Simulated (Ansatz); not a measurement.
SrMgF₄:
Space group Cmc2₁ (No. 36); a = 3.930 Å, b = 14.481 Å, c = 5.605 Å, α = β = γ = 90.00°

```csv
atom,site,symmetry,x,y,z
Sr,4a,m..,0.0000,0.6598,0.0393
Mg,4a,m..,0.0000,0.0840,0.5949
F,4a,m..,0.0000,0.1614,0.3082
F,4a,m..,0.0000,0.0352,0.9337
F,4a,m..,0.0000,0.2021,0.7872
F,4a,m..,0.0000,0.4142,0.1196
```
(The calculation used a cell of 12 atoms; values per cell refer to that cell.)

Relaxed with PBEsol.

Problem. Give the optical modes at the zone centre with their infrared activity from DFPT, plane-wave PAW PBEsol (Ansatz code).

Solution. Transverse frequencies, without the LO–TO term; a row sums one degenerate level.

```tsv
ω (cm⁻¹)	degeneracy	IR ((D/Å)²/amu)	activity	symmetry
60	1	3.18	IR	B2
88	1	0.53	IR	A1
98	1	0.00	IR-inactive	A2
118	1	1.37	IR	B2
123	1	2.63	IR	B1
127	1	1.59	IR	A1
166	1	0.98	IR	A1
173	1	1.28	IR	B2
177	1	0.00	IR-inactive	A2
185	1	4.40	IR	A1
189	1	0.01	IR-inactive	B2
196	1	0.00	IR-inactive	A2
216	1	0.03	IR	B2
218	1	2.85	IR	B1
219	1	0.04	IR	A1
226	1	0.00	IR-inactive	A2
255	1	0.40	IR	A1
272	1	0.51	IR	B1
279	1	9.94	IR	B1
288	1	1.48	IR	B2
290	1	0.00	IR-inactive	A2
307	1	1.11	IR	B2
309	1	0.11	IR	A1
332	1	6.84	IR	A1
339	1	1.35	IR	A1
362	1	5.25	IR	B2
394	1	2.56	IR	B2
433	1	0.14	IR	B2
457	1	5.40	IR	A1
480	1	1.67	IR	A1
500	1	4.77	IR	B2
504	1	0.00	IR-inactive	A2
506	1	7.88	IR	B1
```

Problem. How high does the top mode go among those that the LO–TO term moves?

Solution. 574 cm⁻¹ for q along x, 555 cm⁻¹ for q along y, 542 cm⁻¹ for q along z.

Space group Cmc2_1. The first step of the workflow began from a Materials Project structure, measured or hypothetical; the Crystallography Open Database files this formula in space group No. 36, but the cells were not matched. Its standing as an ambient phase is unchecked. The PBEsol relaxation kept the symmetry of its start; of distortions, only those at the zone centre were tested.

Potentials: the later of the program's two PAW sets.
